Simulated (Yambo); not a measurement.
## Excitons in Mg2OsH6

```
Mg2OsH6
1.0
    0.00000     3.31764     3.31764
    3.31764     0.00000     3.31764
    3.31764     3.31764     0.00000
H Mg Os
6 2 1
Direct
  0.74616   0.74616   0.25384
  0.25384   0.25384   0.74616
  0.25384   0.74616   0.74616
  0.74616   0.25384   0.25384
  0.74616   0.25384   0.74616
  0.25384   0.74616   0.25384
  0.75000   0.75000   0.75000
  0.25000   0.25000   0.25000
  0.00000   0.00000   0.00000
```

The geometry is that of Materials Project entry mp-643002, symmetrised and not relaxed again.

BSE in Yambo on norm-conserving LDA (Quantum ESPRESSO, 84 Ry, scalar-relativistic) bands: 8×8×8 mesh, 6 valence and 2 conduction bands, static screening with 47 bands and a 3 Ry block, scissor 1.28 eV, Tamm-Dancoff; field along x.

```json
[
 {"state": "1", "energy (eV)": "4.08", "states within 2 meV": "3", "relative strength": "< 0.01", "class": "dark", "main transitions": "several band pairs"},
 {"state": "2", "energy (eV)": "4.21", "states within 2 meV": "3", "relative strength": "< 0.01", "class": "dark", "main transitions": "several band pairs"},
 {"state": "3", "energy (eV)": "4.31", "states within 2 meV": "3", "relative strength": "< 0.01", "class": "dark", "main transitions": "several band pairs"},
 {"state": "4", "energy (eV)": "4.31", "states within 2 meV": "3", "relative strength": "1.00", "class": "weak", "main transitions": "several band pairs"},
 {"state": "5", "energy (eV)": "4.33", "states within 2 meV": "3", "relative strength": "< 0.01", "class": "dark", "main transitions": "several band pairs"},
 {"state": "6", "energy (eV)": "4.34", "states within 2 meV": "3", "relative strength": "< 0.01", "class": "dark", "main transitions": "several band pairs"}
]
```

These are vertical excitations (zero momentum). The direct quasiparticle gap on this mesh is 4.51 eV; counted from there, state 1 is bound by 0.43 eV. Convergence with the mesh was not shown.

Spin singlets only. Strengths are relative to the strongest of the lowest states of this run; strong means a line over 3 % of the spectrum's maximum, dark under 0.03 %. Absolute energies carry the error of the G0W0 scissor, whose convergence isn't established.

Spin-orbit coupling is left out, which matters for elements this heavy: edges can move by tenths of an eV.

The structure is a Materials Project entry; no match was found in the copy of COD used, and its stability was not checked.
